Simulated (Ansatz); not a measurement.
## YIr₂ under pressure: fit and missing row

YIr₂, Fd-3m, a = 7.539 Å. The structure is a COD entry; whether it is the stable form wasn't checked. Ansatz: r2SCAN, PAW, 500 eV, Γ-centred 8×8×8 mesh on 6 atoms, Gaussian smearing 0.10 eV; no spin polarisation. Cell and atoms are relaxed at each pressure, and no other structure is tried, so the rows at high pressure may lie past a change of phase.

| V (Å³/atom) | P (GPa) |
| --- | --- |
| 14.833 | 59.97 |
| 15.996 | 29.99 |
| 16.791 | 15.00 |
| 17.244 | 8.00 |
| ? | 3.00 |
| 17.855 | -0.03 |
| 18.116 | -3.00 |

Question: Take V0 = 17.855 Å³/atom, count pressures from its P0 = -0.03 GPa, fit the third-order Birch–Murnaghan form to the other rows, and predict the missing volume.

Answer: With the Eulerian strain f = ½[(V0/V)^(2/3) − 1] and y = (P − P0)/[3f(1 + 2f)^(5/2)], the form is the line y = B0 + 1.5 B0 (B0′ − 4) f. Rows (f, y): 0.06579, 223.2; 0.03802, 219.1; 0.02091, 216.3; 0.01174, 215.1; -0.00481, 210.9. Means f = 0.02633, y = 216.92; Σ(Δf)² = 0.002906, ΣΔfΔy = 0.4907; the slope is their ratio. y = 212.5 + 168.9 f GPa, so B0 = 212.5 GPa and B0′ = 4 + 2 × (168.9)/(3 × 212.5) = 4.53. P = 3.00 GPa is met at f = 0.00463 (y = 213.28), so V = V0 (1 + 2f)^(−3/2) = 17.610 Å³/atom. The run gave 17.611 Å³/atom, so the fit is 0.001 Å³/atom too low, within the rms miss on the fitted rows (0.002 Å³/atom).

The mesh isn't the same in all rows (8×8×8, 10×10×10). Spin–orbit coupling is left out, which can shift energies with elements as heavy as these.

Cost: 7 runs of about 18 core-minutes in all, on Arm Neoverse N1 (shared hosts).